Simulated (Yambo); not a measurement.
A BSE run in Yambo for NaOH (space group P2_1/m, No. 11) (PBEsol bands; 8×8×4 mesh, 6 valence and 4 conduction bands, static screening with 38 bands and a 3 Ry block, scissor 2.83 eV, Tamm-Dancoff; field along x) gives:

```tsv
state	energy (eV)	states within 2 meV	relative strength	class
1	5.11	1	< 0.01	dark
2	5.38	1	1.00	strong
3	5.39	1	0.13	strong
4	5.60	1	< 0.01	dark
5	5.70	1	< 0.01	dark
```

Axes are Cartesian, with cell vectors (Å) (3.37, 0.00, 0.12), (0.00, 3.44, 0.00), (-1.36, 0.00, 5.12).

Question: What changes when the light is polarised along y instead?

Answer: The energies stay; the strengths change. The first strong state is now at 5.11 eV instead of 5.38 eV.
| state | energy (eV) | states within 2 meV | relative strength | class |
|---|---|---|---|---|
| 1 | 5.11 | 1 | 1.00 | strong |
| 2 | 5.38 | 1 | < 0.01 | dark |
| 3 | 5.39 | 1 | < 0.01 | dark |
| 4 | 5.60 | 1 | < 0.01 | dark |
| 5 | 5.70 | 1 | 0.22 | strong |
Each run's strengths are scaled to its own strongest state. These are vertical excitations (zero momentum). The scissor comes from a G0W0 run whose convergence isn't established.

Geometry relaxed with PBE+D3(BJ); primitive cell a = 3.3674 Å, b = 3.4408 Å, c = 5.3010 Å, α = γ = 90.00°, β = 102.92°.
